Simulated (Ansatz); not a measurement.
Theory: Ansatz, DFT PBE, scalar-relativistic, plane waves, PAW. Settings: cutoff 420 eV, Γ-centred meshes spaced at most about 0.3 Å⁻¹, and about 0.25 Å⁻¹ or finer for metals (2π included), Gaussian smearing. Collinear spin in cells that started with moments and kept them past the coarse steps, no spin elsewhere.

All energies are static (0 K, no zero-point motion).

Compare these two cells of GdSbTe3, each relaxed at this level.

A. (site moments Gd 6.7 μB)

```xyz
5
Lattice="5.6981 0.0000 0.0000 0.0000 5.6981 0.0000 0.0000 0.0000 5.6981" Properties=species:S:1:pos:R:3 pbc="T T T"
Gd    0.0000    0.0000    0.0000
Sb    2.8490    2.8490    2.8490
Te    0.0000    2.8490    2.8490
Te    2.8490    2.8490    0.0000
Te    2.8490    0.0000    2.8490
```

B. (site moments Gd 6.8 μB)

```xyz
5
Lattice="5.3516 0.0000 0.0000 0.0000 5.3516 0.0000 0.0000 0.0000 7.1497" Properties=species:S:1:pos:R:3 pbc="T T T"
Gd    0.0000    0.0000    1.5695
Sb    2.6758    2.6758    4.5090
Te    2.6758    2.6758    0.2314
Te    0.0000    2.6758    3.1650
Te    2.6758    0.0000    3.1650
```

Question: Which is lower in energy, and by how much?

Answer: B is lower, by 0.36 eV/atom. A has the cubic perovskite type, space group Pm-3m (No. 221), 37.0 Å³/atom and no gap on its mesh; B has space group P4mm (No. 99), 41.0 Å³/atom and no gap. Counting Te atoms around Gd and Sb (those within 1.25 times the shortest such distance or 1.15 times the sum of covalent radii; the shortest distance is added where it is long for a bond), A has Gd 12 from 4.0 Å, Sb 6 and B has Gd 4, Sb 5. The lower one is the more open, so pressure narrows the difference. In A, around Gd lie 12 Te at 4.03 Å; around Sb lie 6 Te at 2.85 Å; around Te lie 2 Sb at 2.85 Å, 4 Gd at 4.03 Å and 8 Te at 4.03 Å. In B, Gd is surrounded by 4 Te at 3.12 Å; around Sb lie 5 Te at 2.87–2.99 Å; Te on a site of symmetry 4mm has 1 Sb at 2.87 Å; 1 more site not described. Both come from invented guesses.

These runs have no spin–orbit coupling, which can matter for Sb and Te. In such compounds of Gd a zero gap at this level may well be an artefact, since no Hubbard U is applied. Another magnetic order may lie lower. Cells relaxed within their symmetry can be saddle points.
